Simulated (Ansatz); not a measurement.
PtW (L1₀ or tetragonal B2, space group No. 123) under volume change, DFT-PBEsol in the program Ansatz with PAW potentials, shape and atoms relaxed at each volume.

```csv
V (Å³/atom),E − E(relaxed) (meV/atom),P (GPa)
13.738,147.5,37.99
14.191,61.7,23.12
14.644,14.5,10.58
15.097,0.0,0.00
15.550,12.9,-8.91
16.003,49.0,-16.41
16.456,104.6,-22.70
```

Question: What does a third-order Birch–Murnaghan fit give for V₀, B₀ and B′?

Answer: V₀ = 15.10 Å³/atom, B₀ = 323 GPa, B′ = 4.7.

Space group P4/mmm (L1₀ or tetragonal B2). The start of the workflow was typed in or built on a structure type; neither database checked (COD, Materials Project) lists it. Its standing as an ambient phase is unchecked. The cell was relaxed with PBEsol under the symmetry of its start; whether a distortion lowers the energy is not shown. The run is not spin-polarised. Scalar-relativistic: spin–orbit coupling is off unless named, which matters more the heavier the elements.

Potentials: the later of the program's two PAW sets.
